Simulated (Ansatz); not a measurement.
FeSi$_{2}$ in space group P4/mmm (No. 123; Fe on 1a, Si on 2h), DFT-PBEsol in the program Ansatz with PAW potentials, all energies at zero smearing, with the estimated change up to a 700 eV cutoff added, with one set of potentials and settings (totals compare only within such a set). Cell of 3 atoms (1 Fe, 2 Si): -5693.362 eV.

```json
[
 {"element": "Fe", "reference phase": "Im-3m, 1 atoms in the cell, spin-polarised", "E (eV/atom)": "-4448.8520"},
 {"element": "Si", "reference phase": "Fd-3m, 2 atoms in the cell", "E (eV/atom)": "-621.4920"}
]
```

Formation energy per atom, worked out: (-5693.362 − 1×(-4448.8520) − 2×(-621.4920))/3 = -0.509 eV/atom (-49 kJ per mol of atoms), at 0 K, without zero-point energy or fitted corrections.

The workflow started from a Materials Project entry (that database holds measured and hypothetical structures alike); the Crystallography Open Database files this formula in space group No. 123, but the cells were not matched. Its standing as an ambient phase is unchecked. Symmetry was held in the PBEsol relaxation; of distortions, only those at the zone centre were tested. No spin polarisation was allowed. The references are the lowest solids computed at this level, not always the standard phases.

Potentials: the later of the program's two PAW sets.
